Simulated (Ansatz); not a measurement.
NbSi2 (CrSi2 type, space group P6_222)

```yaml
crystal:
  lattice:
    - [4.76755, 0.00000, 0.00000]
    - [-2.38378, 4.12882, 0.00000]
    - [0.00000, 0.00000, 6.57584]
  atoms:
    - { symbol: Nb, position: [0.50000, 0.00000, 0.00000] }
    - { symbol: Nb, position: [0.50000, 0.50000, 0.33333] }
    - { symbol: Nb, position: [0.00000, 0.50000, 0.66667] }
    - { symbol: Si, position: [0.15966, 0.31932, 0.00000] }
    - { symbol: Si, position: [0.84034, 0.15966, 0.33333] }
    - { symbol: Si, position: [0.68068, 0.84034, 0.66667] }
    - { symbol: Si, position: [0.84034, 0.68068, 0.00000] }
    - { symbol: Si, position: [0.15966, 0.84034, 0.33333] }
    - { symbol: Si, position: [0.31932, 0.15966, 0.66667] }
```

E(V) scan at fixed shape, V₀ the volume above. The atoms relax within the cell's symmetry.

All values below come from PBEsol (plane waves to 420 eV, PAW, scalar-relativistic; Ansatz, a program for electronic structure). k mesh 11×11×7 (Γ-centred), Fermi-Dirac smearing 0.05 eV. Energies are smeared free energies. With the shape held, the modulus is that of even scaling; a crystal free to change shape is softer. NbSi2 is run without spin polarisation. NbSi2 was relaxed with its symmetry unable to fall. The PAW data are Ansatz's earlier set. ΔE is measured from the relaxed starting cell. The last digit holds for this mesh only.

| V (Å³/atom) | ΔE (meV/atom) |
|---|---|
| 12.944 | 101.6 |
| 13.232 | 62.6 |
| 13.519 | 33.9 |
| 13.807 | 14.5 |
| 14.095 | 3.5 |
| 14.382 | 0.0 |
| 14.670 | 3.3 |
| 14.958 | 12.6 |
| 15.245 | 27.5 |
| 15.533 | 47.2 |
| 15.821 | 71.4 |

### Question
What is the fitted pressure derivative B₀′?

### Answer
4.3.

### Question
What bulk modulus at fixed cell shape B₀ follows from a third-order Birch-Murnaghan fit?

### Answer
188 GPa. Check by three points about V = 14.382 Å³/atom, step 0.575: d²E/dV² ≈ (15 − 2·0 + 13) meV / 0.575² = 0.0846 eV/Å⁶, and V·d²E/dV² × 160.2 = 195 GPa.

(Under strain, the slope of the energy per volume gives the stress and its curvature an elastic modulus.)
